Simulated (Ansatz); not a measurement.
Relaxed-ion elastic tensor of V3Ge in space group Fm-3m (No. 225; Ge on 4a, V on 4b, V on 8c) in GPa (Voigt order), the program Ansatz at the PBEsol level (PAW); density 7.18 g/cm³, 13.04 Å³ per atom.

```
     1    2    3     4     5     6
-  ---  ---  ---  ----  ----  ----
1  191  205  205   0.0   0.0   0.0
2  205  191  205   0.0   0.0   0.0
3  205  205  191   0.0   0.0   0.0
4  0.0  0.0  0.0  75.2   0.0   0.0
5  0.0  0.0  0.0   0.0  75.2   0.0
6  0.0  0.0  0.0   0.0   0.0  75.2
```

**Question.** Is the crystal mechanically stable?

**Answer.** No: the smallest eigenvalue of C is -13.2 GPa.

The cell is a constructed one: a structure type filled with these elements; neither database checked (COD, Materials Project) lists it. COD files the formula under space group No. 223. Whether it is the stable phase at ambient conditions was not checked. Symmetry was held in the PBEsol relaxation. At this level the phase is mechanically unstable. Magnetic state: ferromagnetic, the only order run, not a proven ground state. As this level gives no gap, shear constants depend on the k-mesh and smearing (Fermi–Dirac, 0.1 eV here).

Potentials: the earlier of the program's two PAW sets. The files were generated under PBE; for other functionals the program regenerates the frozen cores, and for LDA and PBEsol the local potential too.
